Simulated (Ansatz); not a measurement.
**One input, then a changed one: Au (hcp type)**

First run: DFT, PBEsol, PAW with Ansatz's default frozen-core files, scalar-relativistic (Ansatz 0.2.0).

Command: `ansatz run input.yaml --threads 1 --pin off --max-ram 2048MiB --backend cpu --events-out ev --progress --plain --runs-dir out` It took 15 s on 1 thread of Arm Neoverse V1 (shared host), peak memory 0.34 GiB.

```yaml
crystal:
  lattice:
    - [2.6337075874, 0.0, 0.0]
    - [-1.3168537937, 2.2808576768, 0.0]
    - [0.0, 0.0, 4.4241625076]
  atoms:
    - { symbol: Au, position: [0.3333333333, 0.6666666667, 0.25] }
    - { symbol: Au, position: [0.6666666667, 0.3333333333, 0.75] }
kpoints:
  mp_grid: { grid: [15, 15, 8] }
scf:
  occupations: { method: fermi_dirac, width: 0.05 }
hamiltonian:
  xc: pbesol
  pseudopotentials: { kind: paw }
output:
  forces: true
  stress: true
relax:
  f_tol: 0.005
  max_steps: 30
  cell: { stress_tol: 0.13, fix: [volume] }
```

The cell comes from a relaxation on PAW files under the same functional, begun from a prototype that needn't be the stable phase.

This run: shape and atoms relaxed at 0.78 of the base cell's volume.

It converges in 25 SCF iterations over all geometries at a pressure of 86.8 GPa, ending at 13.29 Å³/atom, cutoff 420 eV.

The input is then changed:

```diff
   occupations: { method: fermi_dirac, width: 0.05 }
+  eigensolver: { kind: davidson }
 hamiltonian:
   stress: true
+  write_density: true
+  write_potential: true
+  elf: true
+  volumetric_format: npy
 relax:
   cell: { stress_tol: 0.13, fix: [volume] }
+basis:
+  precision: f64
```

Q: Predict the outcome of the changed run.

A: It converges in 25 SCF iterations over all geometries at a pressure of 86.8 GPa, ending at 13.29 Å³/atom, cutoff 420 eV, free energy 0.0 meV/atom against the first run's.
